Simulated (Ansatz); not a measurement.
Here is the system:

Ga:
```xyz
4
Lattice="2.2393 -3.7978 0.0000 2.2393 3.7978 0.0000 0.0000 0.0000 4.4858" Properties=species:S:1:pos:R:3 pbc="T T T"
Ga     2.2393    -1.1845     1.8690
Ga     2.2393     1.1845     2.6168
Ga     2.2393    -2.6132     4.1119
Ga     2.2393     2.6132     0.3739
```

This is the PBEsol-relaxed structure.

Task: All from the program Ansatz at the PBEsol level (PAW), unless another level is named. Predict the density of states at the Fermi level.

Result: 0.16 states/eV per atom (mean over ±0.08 eV).

Task: What about the gap with spin–orbit coupling?

Result: none (metallic).

Space group Cmce (α-Ga). Symmetry was held in the PBEsol relaxation; of distortions, only those at the zone centre were tested. Scalar-relativistic: spin–orbit coupling is off unless named, which matters more the heavier the elements.

Potentials: the later of the program's two PAW sets.
